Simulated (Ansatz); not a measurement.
**Elastic constants of C: input and output**

Method: DFT LDA, scalar-relativistic, plane waves, PAW in Ansatz 0.2.0.

Launched with:
```bash
ansatz run input.yaml --threads 1 --pin off --max-ram 3072MiB --backend cpu --events-out ev --progress --plain --runs-dir out
```

Input (bare energies are in eV):
```yaml
crystal:
  lattice:
    - [2.4449448891, 0.0, 0.0]
    - [-1.2224724445, 2.1173843848, 0.0]
    - [0.0, 0.0, 6.6456227402]
  atoms:
    - { symbol: C, position: [0.0, 0.0, 0.0025] }
    - { symbol: C, position: [0.0, 0.0, 0.5025] }
    - { symbol: C, position: [0.3333333333, 0.6666666667, 0.0025] }
    - { symbol: C, position: [0.6666666667, 0.3333333333, 0.5025] }
basis:
  ecutwfc: 420
kpoints:
  mp_grid: { grid: [18, 18, 6] }
hamiltonian:
  xc: lda
scf:
  occupations: { method: fermi_dirac, width: 0.15 }
output:
  forces: true
  stress: true
  eigenvalues: true
elastic:
  mode: clamped_ion
  amplitude: 0.005
  stencil: two_point
```

From the output:
```
--- Elastic constants: 3 strain directions × 2 members + reference (group order 24) ---
  dense FFT box of the reference and of every strained cell: 18×18×45
  strains applied: 11, 33, 23; error gains: componentwise 1.00 (the most a stress slope's error grows in a printed constant), spectral 1.41 (1 for all six strains in a standard setting)
  C = ∂σ_k/∂η_j (tension-positive GPa; Voigt order 11 22 33 23 13 12):
      1125.601    183.214     -2.884     -0.000      0.000     -0.000
       183.214   1125.601     -2.884      0.000     -0.000     -0.000
        -2.960     -2.960     28.527     -0.000      0.000      0.000
        -0.000      0.000      0.000      3.810     -0.000      0.000
        -0.000      0.000      0.000     -0.000      3.810      0.000
         0.000     -0.000     -0.000      0.000      0.000    471.194
  reference stress σ⁰ (GPa):      0.002      0.002      0.007     -0.000     -0.000      0.000
  C* (energy form; C + prestress term) asymmetry max|C*_kj − C*_jk| = 7.110e-2 GPa — a small one proves nothing (zero by symmetry where the batch's group is 432, −43m or m−3m); a large one is finite-difference/SCF noise where every solve ...
  moduli (Voigt/Reuss/Hill, GPa): K = 292.72/27.09/159.91   G = 235.92/8.68/122.30   E = 292.36   ν = 0.195
  mechanically stable: yes (min eigenvalue of sym C = 3.81 GPa)
  strain η (Voigt 11):  stress-route row diagonal C_11 = 1125.60 GPa, energy-path curvature d²(F+E_count+ΔE)/dδ²/Ω₀ = 1125.64 GPa
         δ    σ_11 (GPa) F (eV) n_scf n_hpsi n_pw
    -5.000e-3      -5.7142        -971.9324765       7   93924    680
     5.000e-3       5.5418        -971.9326092       5   79442    692
  strain η (Voigt 33):  stress-route row diagonal C_33 = 28.53 GPa, energy-path curvature d²(F+E_count+ΔE)/dδ²/Ω₀ = 28.81 GPa
         δ    σ_33 (GPa) F (eV) n_scf n_hpsi n_pw
    -5.000e-3      -0.1409        -971.9354688       7   38703    688
     5.000e-3       0.1444        -971.9355227       5   32083    696
  strain η (Voigt 23):  stress-route row diagonal C_44 = 3.81 GPa, energy-path curvature d²(F+E_count+ΔE)/dδ²/Ω₀ = 4.05 GPa
         δ    σ_23 (GPa) F (eV) n_scf n_hpsi n_pw
    -5.000e-3      -0.0191        -971.9355705       7  126866    688
     5.000e-3       0.0191        -971.9355705       5  111406    688
```

It took 68 s on 1 thread of AMD EPYC (Zen 3), on a shared host, peak memory 0.51 GiB.

Without a gap, frequencies and elastic constants depend on the k mesh and the smearing, soft modes and shear constants most. The crystal is built of layers and no dispersion correction was added, so the binding between them is poorly described, and with it their spacing and whatever depends on it.

The least eigenvalue is 3.8 GPa; in a metal on this mesh the verdict on stability isn't firm within about 20 GPa or a tenth of the bulk modulus.

Clamped-ion constants are upper bounds: once the atoms relax, a strain can turn out softer or unstable.

The bands only touch here, so at this level the crystal is a zero-gap semiconductor or semimetal, not an ordinary metal.